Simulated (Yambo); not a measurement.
Yambo input for MgI$_{2}$ (CdI2 type, space group P-3m1, No. 164) (a = b = 4.1255 Å, c = 6.8268 Å, α = β = 90.00°, γ = 120.00°), on PBEsol (Quantum ESPRESSO, PseudoDojo norm-conserving, 84 Ry, scalar-relativistic) wavefunctions on a 6×6×4 mesh:

```
optics
chi
dipoles
kernel
FFTGvecs= 40 Ry
Chimod= "HARTREE"
NGsBlkXd= 4 Ry
% QpntsRXd
 1 | 1 |
%
% BndsRnXd
 5 | 74 |
%
GrFnTpXd= "R"
% EnRngeXd
 0.0 | 20.0 | eV
%
% DmRngeXd
 0.2 | 0.2 | eV
%
CGrdSpXd= 50
ETStpsXd= 161
% LongDrXd
 0.0 | 0.0 | 1.0 |
%
```

First lines of the file o-*.eps_q1_inv_rpa_dyson:

```
Absorption @ Q(1):   0.00000000     0.00000000     1.00000000    [q->0 direction]
#
# [ X ] Hartree size     :  111
# [GEN] GF Energies     : Perdew, Burke & Ernzerhof SOL(X)+Perdew, Burke & Ernzerhof SOL(C)
# [GEN] Green`s Function     : Retarded
#
# [GEN] Gauge     : Length
# [GEN] [r,Vnl] included     : yes
#
#    E[1] [eV]     Im(eps)     Re(eps)     Im(eps_o)     Re(eps_o)
#
     0.000000     -0.93262E-09     3.814696     -0.13205E-16     4.939283
     0.125000     0.002964     3.815618     0.004753     4.940761
     0.250000     0.005945     3.818387     0.009533     4.945201
     0.375000     0.008960     3.823020     0.014368     4.952629
     0.500000     0.012026     3.829542     0.019286     4.963088
     0.625000     0.015162     3.837992     0.024318     4.976639
     0.750000     0.018389     3.848417     0.029497     4.993360
     0.875000     0.021727     3.860881     0.034856     5.013353
     1.000000     0.025202     3.875459     0.040435     5.036740
     1.125000     0.028841     3.892242     0.046278     5.063670
     1.250000     0.032674     3.911341     0.052432     5.094317
     1.375000     0.036739     3.932885     0.058956     5.128891
     1.500000     0.041078     3.957028     0.065914     5.167635
     1.625000     0.045742     3.983950     0.073385     5.210838
     1.750000     0.050793     4.013869     0.081462     5.258840
     1.875000     0.056307     4.047038     0.090261     5.312040
     2.000000     0.062381     4.083764     0.099922     5.370914
     2.125000     0.069140     4.124416     0.110625     5.436032
     2.250000     0.076746     4.169444     0.122603     5.508079
     2.375000     0.085422     4.219404     0.136166     5.587892
     2.500000     0.095480     4.274993     0.151740     5.676507
     2.625000     0.107377     4.337103     0.169936     5.775225
     2.750000     0.121815     4.406896     0.191673     5.885719
     2.875000     0.139951     4.485919     0.218426     6.010172
     3.000000     0.163829     4.576258     0.252752     6.151477
     3.125000     0.197422     4.680626     0.299520     6.313361
     3.250000     0.249246     4.801697     0.369009     6.499621
     3.375000     0.338499     4.936364     0.484110     6.707320
     3.500000     0.495140     5.043962     0.679769     6.889343
     3.625000     0.640311     5.017464     0.861349     6.924976
     3.750000     0.594843     5.024773     0.830177     7.017819
     3.875000     0.569736     5.217702     0.837128     7.336706
     4.000000     0.669811     5.487935     1.006574     7.759394
```
(The file goes on to the top of the energy range.) Convergence of the RPA response with its 6×6×4 mesh was not tested.

Spin-orbit coupling is not included.

Geometry relaxed with PBE+D3(BJ).
